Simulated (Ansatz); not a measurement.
BAs:
```
BAs
1.0
    3.36554     0.00000     0.00000
   -1.68277     2.91465     0.00000
    0.00000     0.00000     5.57530
B As
2 2
Direct
  0.33333   0.66667   0.37458
  0.66667   0.33333   0.87458
  0.33333   0.66667   0.00042
  0.66667   0.33333   0.50042
```

Relaxed with r²SCAN.

Q: Map the valence electron density (e/Å³), cut off at 0.8 on the plane through (0.333, 0.667, 0.375) spanned by u = [0, 0, 1] and v = [1, -1, 0] in lattice vectors, from r²SCAN (plane waves, PAW; program Ansatz).

A: x is the fraction of u, y of v (the angle between them is 90°; rows are the nearest grid lines); atoms in the plane: B at (0.00, 0.00), B at (0.50, 0.33), As at (0.63, 0.00), As at (0.13, 0.33).
```
|24764210000136999999999999842|
|46764210000136999999999888864|
|67653210000124699999975444566|
|45432110000113468998543223344|
|23322110000012234443321111222|
|11111100000001122222110000111|
|00000000000000000000000000000|
|00000000000000000000000000000|
|00000000000000000000000000000|
|00000000000000000000000000000|
|11221110000001111110000000011|
|23343321111112222211000000112|
|45677643222223444321100000124|
|59999996443445665432100001235|
|99999999987886577642100001359|
|99999999999985247642100001369|
|99999999998985357642100001369|
|99999999877787788642100001359|
|79999975433457899764211112357|
|79998643222345799975422122357|
|89986432111235799999643333468|
|99975321101135899999975445679|
|46764210000136999999999889864|
|24764210000136999999999999842|
```
Scale: ten equal steps from 0.026 (start of '0') to 0.800 (end of '9'), in the order '0123456789'; x runs from 0.000 to 1.00, y from 0.000 (bottom) to 1.00 (top).

The density is the valence pseudo-density with augmentation charge, so density and ELF within about 1 Å of a nucleus are not all-electron values.

Space group P6_3mc (wurtzite). The workflow started from a Materials Project entry (that database holds measured and hypothetical structures alike); the Crystallography Open Database copy checked does not list it. It is not the phase usual at ambient conditions (space group No. 216). The cell was relaxed with r²SCAN under the symmetry of its start; whether a distortion lowers the energy is not shown.

Potentials: the later of the program's two PAW sets.
